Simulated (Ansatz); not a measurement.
# Ansatz 0.2.0, settings compared: MoS₂

The input file (Ansatz 0.2.0, plane waves):

```yaml
crystal:
  lattice:
    - [3.21296317, 0.0, 0.0]
    - [-1.60648158, 2.78250316, 0.0]
    - [0.0, 0.0, 12.49496942]
  atoms:
    - { symbol: Mo, position: [0.3333, 0.6667, 0.25] }
    - { symbol: Mo, position: [0.6666, 0.3333, 0.75] }
    - { symbol: S, position: [0.3333, 0.6667, 0.623] }
    - { symbol: S, position: [0.6666, 0.3333, 0.123] }
    - { symbol: S, position: [0.3333, 0.6667, 0.877] }
    - { symbol: S, position: [0.6667, 0.3334, 0.377] }
  symmetry: { tolerance: 0.0003 }
kpoints:
  mp_grid: { grid: [6, 6, 2], shift: [0, 0, 0] }
magnetization:
  spin_polarized: false
scf:
  occupations: { method: fermi_dirac }
hamiltonian:
  pseudopotentials: { kind: paw }
  xc: r2scan
basis:
  ecutwfc: 500
output:
  forces: true
  stress: true
  eigenvalues: true
```

Launch command:

```bash
ansatz run input.yaml --threads 1 --pin off --max-ram 2560MiB --backend cpu --events-out ev --progress --plain --runs-dir out
```

Origin of the cell: a database entry, scaled a little.

The smearing width isn't typed, so it takes its default of 0.1 eV.

Output of this run (shortened):

```
SCF iter   1: F=—  HF=-13564.140056 eV  Δρ=1.06e-2  dr2=1.85e-1  dr2_τ=9.82e-2
SCF iter   2: F=—  HF=-13564.210169 eV  Δρ=5.16e-3  dr2=1.49e-2  dr2_τ=7.34e-3
SCF iter   3: F=—  HF=-13564.213967 eV  Δρ=3.02e-3  dr2=5.46e-3  dr2_τ=3.95e-4
SCF iter   4: F=—  HF=-13564.216944 eV  Δρ=6.86e-4  dr2=3.83e-4  dr2_τ=1.72e-5
SCF iter   5: F=—  HF=-13564.217106 eV  Δρ=9.03e-5  dr2=2.67e-5  dr2_τ=6.12e-7
SCF iter   6: F=—  HF=-13564.217109 eV  Δρ=1.74e-5  dr2=6.48e-7  dr2_τ=1.53e-8
SCF iter   7: F=-13564.217109 eV  HF=-13564.217109 eV  Δρ=2.88e-6  dr2=8.24e-9  dr2_τ=4.24e-10
SCF 1 converged in 7 iterations: F = -13564.217109 eV  dr2 = 8.24e-9
SCF converged after 7 iterations
Free energy (F): -13564.217109 eV
Harris-Foulkes:  -13564.217109 eV  (|F-HF|=8.65e-9)
Internal energy: -13564.216293 eV  (E = F + TS)
E sigma→0 (E₀):  -13564.216701 eV
Entropy (-TS):   -0.000816 eV (-0.136 meV/atom)
Fermi energy:    10.482001 eV
--- Per-component energies (eV) ---
  E_band       = -380.759142
  E_kinetic    = 1302.153447
  E_local      = -3968.265992  (includes V_loc(G=0)·N_el)
  E_nonlocal   = 396.466157
  E_hartree    = 1516.698221
  E_xc         = -722.639735
  E_vxc        = -888.135978  (∫ρ·V_xc dr)
  E_paw        = -8871.153198  (= ΣΔE_a)
  E_vpaw       = -307.646430  (= ΣTr[D̂ρ^β])
  E_aug_tail   = 0.000016  (compensation charges beyond the density's cutoff)
  E_vtau       = 51.272290  (kinetic-family band-sum trace: ∫τ·v_τ [+ j·A + Jᵃ·Aᵃ] dr)
  E_ewald      = -3216.593734
  E_core_change = -0.881474  (= ΣΔE_core)
  E_smearing   = -0.000816  (= −TS)
  Σ components = -13564.217109   (vs F -13564.217109, Δ=0.00e0)
--- Forces (eV/Å), atoms counted from 1 ---
  atom   1  Mo     0.000000    -0.000000     0.000000
  atom   2  Mo    -0.000000     0.000000    -0.000000
  atom   3  S      0.000000     0.000000     0.862151
  atom   4  S      0.000000    -0.000000     0.862151
  atom   5  S     -0.000000     0.000000    -0.862151
  atom   6  S     -0.000000    -0.000000    -0.862151
  max |Σ_I F_I| component: 2.22e-16 eV/Å
--- Stress (GPa, compression-positive) ---
       -4.537809       0.000000       0.000000
        0.000000      -4.537809      -0.000000
        0.000000      -0.000000      -6.301052
  P = ⅓ Tr σ = -5.1256 GPa (-51.256 kbar)
```

The same input was run again with these changes:

1. `accuracy` default → medium; `scf.occupations.method` fermi_dirac → tetrahedron_uncorrected
2. `hamiltonian.hubbard` default → { sites: [{ species: Mo, l: d, u_eff: 2.0 }], double_counting: fll }; `hamiltonian.pseudopotentials` { kind: paw } → { kind: paw, source: jth }
3. `scf.occupations.method` fermi_dirac → methfessel_paxton; `scf.occupations.width` default → 0.2; `scf.eigensolver.kind` default → davidson; `scf.algorithm` default → direct_min
4. `scf.algorithm` default → direct_min; `basis.ecutwfc` 500 → "200 eV"

```csv
run,end,SCF iterations,P (GPa),max force component (eV/Å),moment (μB),ΔE(σ→0) (meV/atom)
base,converged,7,-5.13,0.862,–,0
1,converged,7,-5.13,0.862,–,-0.05
2,converged,9,-4.54,0.805,–,–
3,converged,9,-5.13,0.862,–,-0.05
4,converged,7,-7.71,1.026,–,1444.60
```

Energies are compared only where functional, datasets, charge and starting cell are the same.

Not properties of the system: run 4 (too coarse or loose: `basis.ecutwfc` = "200 eV").

Run 2: the cutoff lies below the datasets' advice.
Run 3: wide smearing.
Run 4: the cutoff lies below the datasets' advice.

Time of the base run: 9.6 s of wall time on 1 CPU thread(s) of a shared host, from the program's own first density.
